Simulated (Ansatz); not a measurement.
# Calculated with Ansatz: K3Al2Bi2, relaxation

input.yaml:

```yaml
crystal:
  lattice:
    - [0.0, 0.0, 5.326384]
    - [4.678663, 0.0, 0.0]
    - [2.339331, 10.507132, -2.663192]
  atoms:
    - { symbol: Al, position: [0.4378, 0.0622, 0.8756] }
    - { symbol: Al, position: [0.5622, 0.9378, 0.1244] }
    - { symbol: Bi, position: [0.3629, 0.6371, 0.7258] }
    - { symbol: Bi, position: [0.6371, 0.3629, 0.2742] }
    - { symbol: K, position: [0.0, 0.5, 0.0] }
    - { symbol: K, position: [0.1829, 0.8171, 0.3658] }
    - { symbol: K, position: [0.8171, 0.1829, 0.6342] }
  symmetry: { tolerance: 0.0003 }
kpoints:
  mp_grid: { grid: [5, 5, 5], shift: [0, 0, 0] }
magnetization:
  spin_polarized: false
scf:
  occupations: { method: fermi_dirac, width: 0.1325 }
  lower_state_search: "off"
hamiltonian:
  pseudopotentials: { kind: paw }
  xc: r2scan
basis:
  ecutwfc: 500
  fft_grid_basis: typed
relax:
  max_steps: 60
  cell: { p_target: 0.0 }
output:
  forces: true
  stress: true
  eigenvalues: true
  bader: true
  populations: true
  elf: true
  write_potential: true
  volumetric_format: npy
  dos:
    e_range: [-12, 8]
    de: 0.05
    projected: { site_lists: { Al: [Al], Bi: [Bi], K: [K] } }
checkpoint:
  read: saved_state
```

Launch command:

```bash
ansatz run input.yaml --threads 2 --pin off --max-ram 2560MiB --backend cpu --events-out ev --progress --plain --runs-dir out
```

Origin of the cell: a known structure type with other elements, at an estimated volume, so it need not be a known compound.

The saved state is a converged single point of the same cell.

Excerpt of the output:

```
SCF iter   1: F=-30532.692331 eV  HF=-30532.690636 eV  Δρ=8.68e-4  dr2=3.63e-3  dr2_τ=2.96e-4
SCF iter   2: F=-30532.693870 eV  HF=-30532.694296 eV  Δρ=3.52e-4  dr2=6.68e-4  dr2_τ=2.10e-5
SCF iter   3: F=-30532.694100 eV  HF=-30532.694144 eV  Δρ=1.32e-4  dr2=8.11e-5  dr2_τ=2.11e-6
SCF iter   4: F=-30532.694217 eV  HF=-30532.694235 eV  Δρ=4.25e-5  dr2=2.56e-5  dr2_τ=2.54e-7
SCF iter   5: F=-30532.694234 eV  HF=-30532.694234 eV  Δρ=1.51e-5  dr2=1.38e-6  dr2_τ=1.45e-8
SCF iter   6: F=-30532.694234 eV  HF=-30532.694234 eV  Δρ=6.85e-6  dr2=2.88e-7  dr2_τ=3.31e-9
SCF iter   7: F=-30532.694234 eV  HF=-30532.694234 eV  Δρ=2.06e-6  dr2=1.99e-8  dr2_τ=4.34e-10
relax step   1: F+E_penalty+E_count = -30532.694234 eV  Δ(F+E_penalty+E_count) = +0.000e0 eV  max|allowed force component| = 2.870e-1 eV/Å  Δτ_max = 0.0000 Å  P = -0.769 GPa  Ω = 261.841 Å³ […]
relax step   2: F+E_penalty+E_count = -30532.808961 eV  Δ(F+E_penalty+E_count) = -1.147e-1 eV  max|allowed force component| = 3.748e-2 eV/Å  Δτ_max = 0.0433 Å  P = +0.030 GPa  Ω = 258.255 Å³ […]
relax step   3: F+E_penalty+E_count = -30532.822213 eV  Δ(F+E_penalty+E_count) = -1.325e-2 eV  max|allowed force component| = 3.733e-2 eV/Å  Δτ_max = 0.0218 Å  P = +0.155 GPa  Ω = 258.195 Å³ […]
relax step   4: F+E_penalty+E_count = -30532.824259 eV  Δ(F+E_penalty+E_count) = -2.046e-3 eV  max|allowed force component| = 1.675e-2 eV/Å  Δτ_max = 0.0070 Å  P = +0.033 GPa  Ω = 259.659 Å³ […]
relax step   5: F+E_penalty+E_count = -30532.824397 eV  Δ(F+E_penalty+E_count) = -1.381e-4 eV  max|allowed force component| = 1.531e-2 eV/Å  Δτ_max = 0.0081 Å  P = -0.007 GPa  Ω = 259.936 Å³ […]
relax step   6: F+E_penalty+E_count = -30532.824437 eV  Δ(F+E_penalty+E_count) = -3.983e-5 eV  max|allowed force component| = 2.082e-3 eV/Å  Δτ_max = 0.0031 Å  P = +0.000 GPa  Ω = 260.002 Å³ […]
relax step   7: F+E_penalty+E_count = -30532.824575 eV  Δ(F+E_penalty+E_count) = -1.375e-4 eV  max|allowed force component| = 2.161e-3 eV/Å  Δτ_max = 0.0000 Å  P = +0.001 GPa  Ω = 260.002 Å³  stress off target by 2.84e-3 GPa […]
SCF 7 converged in 7 iterations: F = -30532.824575 eV  dr2 = 3.98e-11
basis re-selected at this cell: Δ(F+E_penalty+E_count) = -1.375e-4 eV, ΔP = +0.000 GPa vs the last step (what re-selecting the basis moved, of the pressure what is left beyond the Pulay corre […]
SCF converged after 7 iterations
Free energy (F): -30532.824575 eV
Harris-Foulkes:  -30532.824575 eV  (|F-HF|=0.00e0)
Internal energy: -30532.732921 eV  (E = F + TS)
E sigma→0 (E₀):  -30532.778748 eV
Entropy (-TS):   -0.091653 eV (-13.093 meV/atom)
Fermi energy:    5.167992 eV
--- Per-component energies (eV) ---
  E_band       = -687.088883
  E_kinetic    = 1408.906564
  E_local      = -5739.299622  (includes V_loc(G=0)·N_el)
  E_nonlocal   = 1176.392025
  E_hartree    = 2006.388973
  E_xc         = -751.466342
  E_vxc        = -926.516496  (∫ρ·V_xc dr)
  E_paw        = -24689.688979  (= ΣΔE_a)
  E_vpaw       = -676.772713  (= ΣTr[D̂ρ^β])
  E_aug_tail   = -0.000559  (compensation charges beyond the density's cutoff)
  E_vtau       = 57.424016  (kinetic-family band-sum trace: ∫τ·v_τ [+ j·A + Jᵃ·Aᵃ] dr)
  E_ewald      = -3945.007306
  E_core_change = 1.042323  (= ΣΔE_core)
  E_smearing   = -0.091653  (= −TS)
  Σ components = -30532.824575   (vs F -30532.824575, Δ=0.00e0)
--- Forces (eV/Å), atoms counted from 1 ---
  atom   1  Al    -0.000000     0.001474    -0.000000
  atom   2  Al     0.000000    -0.001474     0.000000
  atom   3  Bi     0.000000    -0.002161     0.000000
  atom   4  Bi    -0.000000     0.002161    -0.000000
  atom   5  K      0.000000     0.000000     0.000000
  atom   6  K     -0.000000     0.001356    -0.000000
  atom   7  K      0.000000    -0.001356     0.000000
  max |Σ_I F_I| component: 0.00e0 eV/Å
--- Stress (GPa, compression-positive) ---
       -0.001580      -0.000000       0.000000
       -0.000000       0.002838       0.000000
        0.000000       0.000000       0.000524
  P = ⅓ Tr σ = 0.0006 GPa (0.006 kbar)
--- Relaxed structure (6 steps of the walk, 6 accepted, 1 SCFs on fresh bases) ---
  F+E_penalty+E_count = -30532.824575 eV   max|allowed force component| = 2.161e-3 eV/Å   (the final SCF, on the basis selected at the relaxed cell)
  cell:  # Å, volume = 260.0022 Å³
    - [0.0, 0.0, 5.576715]
    - [4.503873, 1.071e-7, 0.0]
    - [2.251936, 10.351717, -2.788358]
  atoms:
    - { symbol: Al, position: [0.439197, 0.060803, 0.878394] }
    - { symbol: Al, position: [0.560803, 0.939197, 0.121606] }
    - { symbol: Bi, position: [0.363439, 0.636561, 0.726879] }
    - { symbol: Bi, position: [0.636561, 0.363439, 0.273121] }
    - { symbol: K, position: [0.0, 0.500000, 0.0] }
    - { symbol: K, position: [0.183396, 0.816604, 0.366793] }
    - { symbol: K, position: [0.816604, 0.183396, 0.633207] }
--- Löwdin populations: 7 sites ---
  site symbol       q [e]
     0     Al      3.2642
     1     Al      3.2642
     2     Bi     15.7131
     3     Bi     15.7131
     4      K      8.2360
     5      K      8.3036
     6      K      8.3036
  spilling = 0.003208 (of n_electrons = 63.000000)
--- Bader charges: 7 sites ---
  site symbol  charge [e]  shift [e] shared [e]
     0     Al      0.8588     0.0153     0.5599
     1     Al      0.8587     0.0153     0.5598
     2     Bi     -1.6812     0.0022    -1.6814
     3     Bi     -1.6812     0.0022    -1.6813
     4      K      0.7564     0.0000     0.7270
     5      K      0.7580     0.0000     0.7580
     6      K      0.7580     0.0000     0.7580
  maxima off the nuclei: 2, with 0.6274 electrons
  on the straight line to a nucleus their density falls by 8.0e-4 of itself; PAW files or a low cutoff
  can make one that falls by little (a run on other files and one at a higher cutoff tell): if they did, read the shared
  charge, to which what the maxima have on the atom's side is counted
  estimated error of the sums over rays = 7.1e-4 e
```

The starting structure.

Space group Immm (No. 71); the run's cell has a = 5.326 Å, b = 4.679 Å, c = 11.089 Å, α = 77.82°, β = 103.90°, γ = 90.00°. Shortest distances: Al–Al 2.61 Å, Al–Bi 2.82 Å.

After:

Space group Immm (No. 71); the run's cell has a = 5.577 Å, b = 4.504 Å, c = 10.955 Å, α = 78.14°, β = 104.75°, γ = 90.00°. Shortest distances: Al–Al 2.52 Å, Al–Bi 2.74 Å.

| Property | Result |
| --- | --- |
| Free energy lowered by | 18.6 meV/atom |
| Volume change | -0.70 % |
| Final pressure | 0.00 GPa |
| Relaxation steps listed | 7 |
| Gap on the mesh | none (metal) |

Caveats: no moments, though an odd count or open d shells may carry them; no spin-orbit coupling, though heavy elements are present; the relaxation held the start's symmetry, so the end may be a saddle point.

The run took 6.5 min on 2 threads of Arm Neoverse N1 (shared host), peak memory 1.3 GiB, from a saved density.
